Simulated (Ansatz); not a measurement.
All numbers below come from DFT PBE, scalar-relativistic, plane waves, PAW in Ansatz 0.2.0. All cells share a 420 eV cutoff and Γ-centred k meshes spaced at most about 0.3 Å⁻¹ (about 0.25 or finer for metals, 2π included). Collinear spin in cells that started with moments and kept them past the coarse steps, no spin elsewhere.

These are static total energies at zero pressure. All come from trial cells, and lower structures may exist.

Problem. Order these relaxed structures of EuNbTe4 by energy, lowest first, with the energy over the lowest of them.
A.

Space group P-6m2 (No. 187). a = 8.167 Å, b = 8.167 Å, c = 3.699 Å, α = 90.00°, β = 90.00°, γ = 120.00°
| atom | site | symmetry | x | y | z |
| --- | --- | --- | --- | --- | --- |
| Eu | 1e | -6m2 | 0.6667 | 0.3333 | 0.0000 |
| Nb | 1a | -6m2 | 0.0000 | 0.0000 | 0.0000 |
| Te | 1c | -6m2 | 0.3333 | 0.6667 | 0.0000 |
| Te | 3k | mm2 | 0.7024 | 0.8512 | 0.5000 |

B.

Space group F-43m (No. 216). a = 9.031 Å, b = 9.031 Å, c = 9.031 Å, α = 90.00°, β = 90.00°, γ = 90.00°
```csv
atom,site,symmetry,x,y,z
Eu,4d,-43m,0.2500,0.2500,0.7500
Nb,4a,-43m,0.0000,0.0000,0.0000
Te,16e,.3m,0.1255,0.3745,0.1255
```

C.

Space group I422 (No. 97). a = 6.826 Å, b = 6.826 Å, c = 7.105 Å, α = 90.00°, β = 90.00°, γ = 90.00°
```
atom  site  symmetry       x       y       z
  Eu    2b       422  0.0000  0.0000  0.5000
  Nb    2a       422  0.0000  0.0000  0.0000
  Te    8j       ..2  0.1554  0.6554  0.2500
```

Solution. C (0 meV/atom), A (376 meV/atom), B (879 meV/atom). Forms: C I422, moments up to 6.6 μB; A P-6m2, moments up to 7.1 μB; B F-43m, moments up to 7.1 μB. Counting Te atoms around Eu and Nb (those within 1.25 times the shortest such distance or 1.15 times the sum of covalent radii; the shortest distance is added where it exceeds 1.18 times the sum of covalent radii): C has Eu 8, Nb 8; A has Eu 15 from 4.5 Å, Nb 6; B has Eu 12, Nb 12 from 3.7 Å. C holds Te–Te pairs (shortest 3.00 Å) (bonds between like non-metal atoms; other contacts aren't counted).

Spin–orbit coupling, which can matter for Te, is left out. In such compounds of Eu a zero gap at this level may well be an artefact, since no Hubbard U is applied. Another magnetic order may lie lower. Cells relaxed within their symmetry can be saddle points. Some structure types and database cells were kept out of the candidates from the start, so a known form may be missing.
